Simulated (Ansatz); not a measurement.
A geometry of Bi away from equilibrium: step 3 of the relaxation of a relaxed Bi cell shaken by Gaussian noise of σ = 0.08 Å a coordinate. All values below come from r2SCAN (plane waves to 500 eV, PAW, scalar-relativistic; Ansatz, an electronic-structure program). Γ-centred k-mesh 5×5×5 on the run's cell (coarser than for final values), Fermi–Dirac smearing 0.05 eV.

```
Bi
1.0
    6.38321    -0.02335    -0.01557
   -0.02335     6.36868    -0.00594
   -0.01557    -0.00594     6.34569
Bi
8
Cartesian
  1.94713   0.10720   3.09999
  5.11670   0.08747   2.93117
 -0.11919   3.09494   1.87686
  0.07023   2.89860   5.02799
  3.44260   1.81199  -0.18047
  2.94815   4.98469  -0.04055
 -0.11714  -0.25132  -0.09624
  3.14331   3.44785   3.13778
```

Q: Give the Cartesian forces on all atoms (eV/Å).

A: 
```
atom     Fx     Fy     Fz
----  -----  -----  -----
Bi1    0.39  -0.09   0.02
Bi2    0.48  -0.08  -0.16
Bi3   -0.25  -0.02   0.39
Bi4   -0.12  -0.15   0.53
Bi5    0.04   0.40  -0.29
Bi6   -0.20   0.29   0.00
Bi7   -0.19  -0.34  -0.31
Bi8   -0.14   0.00  -0.18
```

Q: What is the pressure?

A: +0.5 GPa, compression positive.

Q: How far above the relaxed end point is this geometry?

A: 0.27 eV/atom; the path ends in R-3m (No. 166) (AFLOW prototype A_hR2_166_c (A7, as in As)).

No spin polarisation in the result.

Of the parent cell (Pm-3n (No. 223)): it is a generated cell of Bi: the first start was made by placing the elements on the sites of a structure type, and the end was not matched to a known phase here, so it may be hypothetical. Known forms of Bi include space group No. 166.
